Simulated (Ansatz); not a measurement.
SnPd:
```xyz
8
Lattice="6.1035 0.0000 0.0000 0.0000 3.9377 0.0000 0.0000 0.0000 6.4754" Properties=species:S:1:pos:R:3 pbc="T T T"
Sn     4.9296     2.9533     3.8280
Sn     1.1739     0.9844     2.6474
Sn     4.2256     0.9844     0.5903
Sn     1.8779     2.9533     5.8851
Pd     6.0501     2.9533     1.2423
Pd     0.0534     0.9844     5.2331
Pd     3.1052     0.9844     4.4800
Pd     2.9983     2.9533     1.9954
```

This is the r²SCAN-relaxed structure.

**Question.** All from DFT-r²SCAN in the program Ansatz with PAW potentials, unless another level is named. Predict the highest zone-centre frequency.

**Answer.** 187 cm⁻¹.

**Question.** Predict the bulk modulus (Birch–Murnaghan fit).

**Answer.** 104 GPa.

Space group Pnma. The workflow started from a Materials Project entry (that database holds measured and hypothetical structures alike); the Crystallography Open Database files this formula in space group No. 62, but the cells were not matched. Its standing as an ambient phase is unchecked. The cell was relaxed with r²SCAN under the symmetry of its start; its stability against distortions is not shown here. No spin polarisation was allowed. As this level gives no gap, phonon frequencies hold no LO–TO term and depend on the k-mesh and smearing (Fermi–Dirac, 0.1 eV here). Spin–orbit coupling is left out wherever it is not named.

Potentials: the later of the program's two PAW sets.
